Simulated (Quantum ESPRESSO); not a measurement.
Al7GaAs8, input and log of a self-consistent run

A calculation, not a measurement. The program is pw.x of Quantum ESPRESSO 7.5 (plane-wave density functional theory). The cell is made up: 16 atoms on a doubled zincblende/diamond lattice, with randomly drawn elements, strain and displacements, not relaxed. PseudoDojo standard norm-conserving files (v0.5 for PBE, v0.4.1 for LDA and PBEsol) set the functional; there is no spin polarisation, spin-orbit coupling or dispersion term, and the masses in the input are unused placeholders.

Input:

```
&control calculation='scf', pseudo_dir='./dojo.nc.sr.pbe.v0_5.standard.upf', outdir='./o', disk_io='low', tprnfor=.true., tstress=.true. /
&system ibrav=0, nat=16, ntyp=3, nbnd=83, ecutwfc=105.61755193, nosym=.true., tot_charge=0,
 occupations='smearing', smearing='fd', degauss=0.0018374661
/
&electrons conv_thr=7.350e-09, electron_maxstep=60, /
ATOMIC_SPECIES
Al 1.0 Al.upf
As 1.0 As.upf
Ga 1.0 Ga.upf
CELL_PARAMETERS angstrom
5.6203 -0.0141 0.0715
-0.0141 5.6808 0.0499
0.1431 0.0999 11.2193
ATOMIC_POSITIONS angstrom
Al 0.0926 0.086 -0.1343
Al 0.1435 2.9083 2.7628
Al 2.8836 0.1065 2.8697
Al 2.9542 2.787 -0.0185
Ga 0.1394 0.0516 5.6538
Al 0.1733 2.9585 8.3174
Al 2.9972 0.0413 8.4571
Al 2.7831 2.9235 5.6537
As 1.32 1.2704 1.3275
As 1.4991 4.3185 4.3431
As 4.2654 1.4322 4.1556
As 4.2186 4.3216 1.5459
As 1.5632 1.435 7.0157
As 1.3263 4.4405 9.7546
As 4.3705 1.5312 9.9745
As 4.3926 4.0985 7.1157
K_POINTS automatic
6 6 4 1 1 1
```

The log is shortened where brackets say so; the opening notice, blank lines, dates and the lines on written files are dropped, and the path of the files is cut. It prints rydbergs, bohrs and kilobars, and counts compression as positive stress. With no partly filled state, the Fermi energy that it prints is only some level between the filled and the empty states on the mesh, and need not lie in the true gap.

```
     Program PWSCF v.7.5
     Parallel version (MPI & OpenMP), running on       4 processor cores
     Number of MPI processes:                 4
     Threads/MPI process:                     1
     [start-up lines left out]
     bravais-lattice index     =            0
     lattice parameter (alat)  =      10.6217  a.u.
     unit-cell volume          =    2416.7068 (a.u.)^3
     number of atoms/cell      =           16
     number of atomic types    =            3
     number of electrons       =       154.00
     number of Kohn-Sham states=           83
     kinetic-energy cutoff     =     105.6176  Ry
     charge density cutoff     =     422.4702  Ry
     scf convergence threshold =      7.3E-09
     mixing beta               =       0.7000
     number of iterations used =            8  plain     mixing
     Exchange-correlation= PBE
                           (   1   4   3   4   0   0   0)
     [axes and pseudopotential details left out]
   Cartesian axes
     site n.     atom                  positions (alat units)
         1        Al     tau(   1) = (   0.0164746   0.0153004  -0.0238935  )
         2        Al     tau(   2) = (   0.0255303   0.5174200   0.4915339  )
         3        Al     tau(   3) = (   0.5130256   0.0189476   0.5105526  )
         4        Al     tau(   4) = (   0.5255861   0.4958393  -0.0032914  )
         5        Ga     tau(   5) = (   0.0248009   0.0091802   1.0058760  )
         6        Al     tau(   6) = (   0.0308321   0.5263511   1.4797610  )
         7        Al     tau(   7) = (   0.5332363   0.0073477   1.5046153  )
         8        Al     tau(   8) = (   0.4951455   0.5201242   1.0058582  )
         9        As     tau(   9) = (   0.2348432   0.2260188   0.2361775  )
        10        As     tau(  10) = (   0.2667071   0.7683108   0.7726874  )
        11        As     tau(  11) = (   0.7588637   0.2548048   0.7393290  )
        12        As     tau(  12) = (   0.7505374   0.7688623   0.2750334  )
        13        As     tau(  13) = (   0.2781112   0.2553030   1.2481736  )
        14        As     tau(  14) = (   0.2359640   0.7900160   1.7354554  )
        15        As     tau(  15) = (   0.7775622   0.2724181   1.7745781  )
        16        As     tau(  16) = (   0.7814940   0.7291702   1.2659648  )
     number of k points=    72  Fermi-Dirac smearing, width (Ry)=  0.0018
                       cart. coord. in units 2pi/alat
        k(    1) = (   0.0827724   0.0821238   0.0608369), wk =   0.0277778
        k(    2) = (   0.0811759   0.0810194   0.1861150), wk =   0.0277778
     [further k points left out]
     Dense  grid:   354395 G-vectors     FFT dimensions: (  72,  72, 144)
     Estimated max dynamical RAM per process >       1.67 GB
     Estimated total dynamical RAM >       6.43 GB
     Initial potential from superposition of free atoms
     starting charge     153.9783, renormalised to     154.0000
     Starting wfcs are  109 randomized atomic wfcs
     total cpu time spent up to now is       68.6 secs
     per-process dynamical memory:  1441.9 Mb
     Self-consistent Calculation
     iteration #  1     ecut=   105.62 Ry     beta= 0.70
     Davidson diagonalization with overlap
     ethr =  1.00E-02,  avg # of iterations =  4.0
     Threshold (ethr) on eigenvalues was too large:
     Diagonalizing with lowered threshold
     Davidson diagonalization with overlap
     ethr =  3.36E-04,  avg # of iterations =  2.2
     total cpu time spent up to now is      390.7 secs
     total energy              =   -1882.74484189 Ry
     estimated scf accuracy    <       0.54482218 Ry
     iteration #  2     ecut=   105.62 Ry     beta= 0.70
     Davidson diagonalization with overlap
     ethr =  3.54E-04,  avg # of iterations =  6.8
     total cpu time spent up to now is      555.3 secs
     total energy              =   -1882.79873405 Ry
     estimated scf accuracy    <       0.14952944 Ry
     iteration #  3     ecut=   105.62 Ry     beta= 0.70
     Davidson diagonalization with overlap
     ethr =  9.71E-05,  avg # of iterations =  9.7
     total cpu time spent up to now is      741.4 secs
     total energy              =   -1882.80450652 Ry
     estimated scf accuracy    <       0.23150611 Ry
     iteration #  4     ecut=   105.62 Ry     beta= 0.70
     Davidson diagonalization with overlap
     ethr =  9.71E-05,  avg # of iterations =  9.0
     total cpu time spent up to now is      914.1 secs
     total energy              =   -1882.84960370 Ry
     estimated scf accuracy    <       0.02053009 Ry
     iteration #  5     ecut=   105.62 Ry     beta= 0.70
     Davidson diagonalization with overlap
     ethr =  1.33E-05,  avg # of iterations =  7.4
     total cpu time spent up to now is     1075.7 secs
     total energy              =   -1882.85265034 Ry
     estimated scf accuracy    <       0.00189993 Ry
     [iterations 6 to 7 left out]
     iteration #  8     ecut=   105.62 Ry     beta= 0.70
     Davidson diagonalization with overlap
     ethr =  4.50E-08,  avg # of iterations =  3.0
     total cpu time spent up to now is     1533.7 secs
     total energy              =   -1882.85309531 Ry
     estimated scf accuracy    <       0.00001051 Ry
     iteration #  9     ecut=   105.62 Ry     beta= 0.70
     Davidson diagonalization with overlap
     ethr =  6.83E-09,  avg # of iterations =  3.8
     total cpu time spent up to now is     1680.1 secs
     total energy              =   -1882.85309688 Ry
     estimated scf accuracy    <       0.00000129 Ry
     iteration # 10     ecut=   105.62 Ry     beta= 0.70
     Davidson diagonalization with overlap
     ethr =  8.36E-10,  avg # of iterations =  4.0
     total cpu time spent up to now is     1832.5 secs
     total energy              =   -1882.85309713 Ry
     estimated scf accuracy    <       0.00000016 Ry
     iteration # 11     ecut=   105.62 Ry     beta= 0.70
     Davidson diagonalization with overlap
     ethr =  1.01E-10,  avg # of iterations =  3.3
     total cpu time spent up to now is     1981.8 secs
     total energy              =   -1882.85309716 Ry
     estimated scf accuracy    <       0.00000003 Ry
     iteration # 12     ecut=   105.62 Ry     beta= 0.70
     Davidson diagonalization with overlap
     ethr =  1.69E-11,  avg # of iterations =  4.0
     total cpu time spent up to now is     2136.2 secs
     End of self-consistent calculation
          k = 0.0828 0.0821 0.0608 ( 44333 PWs)   bands (ev):
   -27.8665 -27.8527 -27.8451 -27.8176 -27.8151 -27.7909 -27.7717 -27.7606
   -27.7597 -27.7516 -27.7502 -27.7466 -27.7453 -27.7323 -27.7268 -27.7176
   -27.7124 -27.7053 -27.6862 -27.6827 -27.6599 -27.6509 -27.6229 -27.6112
   -27.6050 -27.5919 -27.5753 -27.5743 -27.5717 -27.5565 -27.5472 -27.5313
   -27.5287 -27.5277 -27.5239 -27.3991 -27.3983 -27.3713 -27.3652 -27.3640
    -7.6677  -7.6381  -7.6021  -7.5619  -7.5599  -5.1599  -4.5125  -4.1352
    -3.3226  -3.2591  -3.1534  -3.0009  -2.8222   0.8726   1.3933   1.4695
     1.6355   1.8469   2.9681   3.5214   3.6071   3.8676   4.1601   4.2105
     4.3281   4.3791   4.5540   4.7183   4.8383   5.0085   5.3387   5.3756
     5.6383   5.7285   6.0884   6.7966   7.1822   8.4201   8.4526   8.5846
     8.9368   9.2554   9.3250
     [levels at the other k points left out]
     the Fermi energy is     7.7781 ev
!    total energy              =   -1882.85309716 Ry
     estimated scf accuracy    <          2.6E-09 Ry
     smearing contrib. (-TS)   =      -0.00000000 Ry
     internal energy E=F+TS    =   -1882.85309716 Ry
     The total energy is F=E-TS. E is the sum of the following terms:
     one-electron contribution =   -1182.59555682 Ry
     hartree contribution      =     661.92601172 Ry
     xc contribution           =    -437.52610730 Ry
     ewald contribution        =    -924.65744476 Ry
     convergence has been achieved in  12 iterations
     Forces acting on atoms (cartesian axes, Ry/au):
     atom    1 type  1   force =    -0.07183603   -0.04133038    0.03322803
     atom    2 type  1   force =    -0.01392814   -0.00286730    0.00179856
     atom    3 type  1   force =    -0.03261346   -0.03124397   -0.02984422
     atom    4 type  1   force =    -0.08721533    0.06652610    0.06432917
     atom    5 type  3   force =    -0.04165466    0.00073511   -0.01301099
     atom    6 type  1   force =     0.02614571   -0.07095983    0.05917646
     atom    7 type  1   force =     0.01283971   -0.00671638   -0.00023097
     atom    8 type  1   force =     0.06452308   -0.02980333   -0.00658052
     atom    9 type  2   force =     0.07858245    0.07508362    0.04918151
     atom   10 type  2   force =    -0.01709080    0.01212170   -0.05218997
     atom   11 type  2   force =     0.02912885    0.04073701    0.05940038
     atom   12 type  2   force =     0.01453358   -0.01228075   -0.03696126
     atom   13 type  2   force =    -0.00105532   -0.00411961    0.02254930
     atom   14 type  2   force =     0.08891046   -0.05145117   -0.00048842
     atom   15 type  2   force =     0.02830933   -0.02804864   -0.10117557
     atom   16 type  2   force =    -0.07757942    0.08361782   -0.04918149
     Total force =     0.327417     Total SCF correction =     0.000348
     Computing stress (Cartesian axis) and pressure
          total   stress  (Ry/bohr**3)                   (kbar)     P=       50.40
   0.00034545  -0.00008236   0.00001321           50.82      -12.12        1.94
  -0.00008236   0.00031511   0.00004832          -12.12       46.35        7.11
   0.00001321   0.00004832   0.00036732            1.94        7.11       54.03
     init_run     :     63.03s CPU     65.02s WALL (       1 calls)
     electrons    :   2037.19s CPU   2067.75s WALL (       1 calls)
     forces       :     25.19s CPU     25.43s WALL (       1 calls)
     stress       :     90.24s CPU     92.31s WALL (       1 calls)
     [timing details left out]
     PWSCF        :  36m59.83s CPU  37m37.98s WALL
     JOB DONE.
```

In other units: free energy -25617.521 eV for the cell, pressure 5.04 GPa, largest force component 2.601 eV/Å. This run is the check on a run of the same cell at a cutoff of 1143 eV and k mesh 4 x 4 x 2: rerunning at a cutoff of 1437 eV and k mesh 6 x 6 x 4 moved values by no more than 0.018 eV in energy, 0.02 GPa in stress and 0.003 eV/Å in force.